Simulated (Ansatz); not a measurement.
## Property card for YGe

YGe:
```
CELL_PARAMETERS angstrom
      2.14219    -5.36573     0.00000
      2.14219     5.36573     0.00000
      0.00000     0.00000     3.95484
ATOMIC_POSITIONS crystal
  Y  0.13851 0.86149 0.75000
  Y  0.86149 0.13851 0.25000
  Ge 0.41528 0.58472 0.75000
  Ge 0.58472 0.41528 0.25000
```

Space group Cmcm (No. 63); conventional cell a = 4.2844 Å, b = 10.7315 Å, c = 3.9548 Å, α = β = γ = 90.00°.

Method: plane-wave PAW r²SCAN (Ansatz code). Structure relaxed to zero pressure with the same functional. Other levels are named where they apply.

Cell and energy:

```json
{
  "volume_per_atom": "22.73 Å³",
  "density": "5.90 g/cm³",
  "Formation energy from the elements (no fitted shifts)": "-1.00 eV/atom"
}
```

Electronic structure:

```json
{
 "electronic_character": "metallic (no gap)",
 "Density of states at the Fermi level": "0.45 states/eV per atom (mean over ±0.08 eV)"
}
```

Charges:

```json
{
  "bader_charges": "Y +1.53, Ge -1.53 e"
}
```

The workflow started from a Materials Project entry (that database holds measured and hypothetical structures alike); the Crystallography Open Database copy checked does not list it. Whether it is the stable phase at ambient conditions was not checked. Symmetry was held in the r²SCAN relaxation; its stability against distortions is not shown here. The run is not spin-polarised. The references are the lowest solids computed at this level, not always the standard phases. Spin–orbit coupling is left out wherever it is not named.

Potentials: the later of the program's two PAW sets.
